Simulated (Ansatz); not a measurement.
ZrN:
```
ZrN
1.0
    4.43180     0.00000     0.00000
    0.00000     4.43180     0.00000
    0.00000     0.00000     4.43180
Zr N
3 3
Cartesian
  0.00000   2.21590   2.21590
  2.21590   0.00000   2.21590
  2.21590   2.21590   0.00000
  2.21590   0.00000   0.00000
  0.00000   2.21590   0.00000
  0.00000   0.00000   2.21590
```

Relaxed with PBEsol. Special points in fractions of this cell's reciprocal vectors: Γ (0.000, 0.000, 0.000); X (0.000, 0.500, 0.000); M (0.500, 0.500, 0.000); R (0.500, 0.500, 0.500).

Question: List the band energies nearest the Fermi level at these points for PBEsol (plane waves, PAW; program Ansatz).

Answer: In eV from the Fermi level; about four levels below and three above (degenerate sets whole), none deeper than 8.9 eV; points with the same levels are listed once.

| k | below | above |
|---|---|---|
| Γ | -1.21 -1.21 -1.21 -0.65 -0.65 -0.65 | 0.04 0.04 0.04 |
| X | -1.07 -0.86 -0.86 -0.83 | 1.29 1.29 1.86 |
| M | -1.92 -1.92 -1.06 -0.14 | 0.47 0.47 0.58 |
| R | -0.19 -0.19 -0.19 -0.12 -0.12 | 1.31 4.86 4.86 4.86 |

Space group Pm-3m. The start of the workflow was typed in or built on a structure type; neither database checked (COD, Materials Project) lists it. It is not the phase usual at ambient conditions (space group No. 225). Symmetry was held in the PBEsol relaxation; whether a distortion lowers the energy is not shown. The run is not spin-polarised. The volume moved by 17 % from the start of the relaxation. With an odd number of electrons in the cell and no spin polarisation, the count alone makes it a metal. Spin–orbit coupling is left out wherever it is not named.

Potentials: the earlier of the program's two PAW sets. The files were generated under PBE; for other functionals the program regenerates the frozen cores, and for LDA and PBEsol the local potential too.
